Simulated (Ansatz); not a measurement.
The relaxed structure here is a generated cell of Si2Mo: the first start was made by placing the elements on the sites of a structure type, and the end was not matched to a known phase here, so it may be hypothetical. Known forms of Si2Mo include space group No. 139.

One stationary structure of Si2Mo. Space group P4₁2₁2 (No. 92). All values below come from PBE (plane waves to 420 eV, PAW, scalar-relativistic; Ansatz, a program for electronic structure).

```xyz
12
Lattice="4.6758 0.0000 0.0000 0.0000 4.6758 0.0000 0.0000 0.0000 8.1402" Properties=species:S:1:pos:R:3 pbc="T T T"
Mo     1.6698     1.6698     0.0000
Mo     4.0077     0.6681     6.1051
Mo     0.6681     4.0077     2.0350
Mo     3.0060     3.0060     4.0701
Si     1.4257     1.6265     2.5875
Si     3.7636     0.7114     3.5176
Si     0.9123     3.9644     7.5877
Si     3.2502     3.0494     6.6576
Si     3.0494     3.2502     1.4826
Si     0.7114     3.7636     4.6226
Si     3.9644     0.9123     0.5525
Si     1.6265     1.4257     5.5527
```

### Question
What is the computed band gap (PBE)?

### Answer
No clear gap: the sampled points leave 0.06 eV away from the symmetry points, which may be a band crossing missed between them.

No spin polarisation in the result.

The run could not lose the symmetry of its start: the end is stationary, and may be a saddle point rather than a minimum.
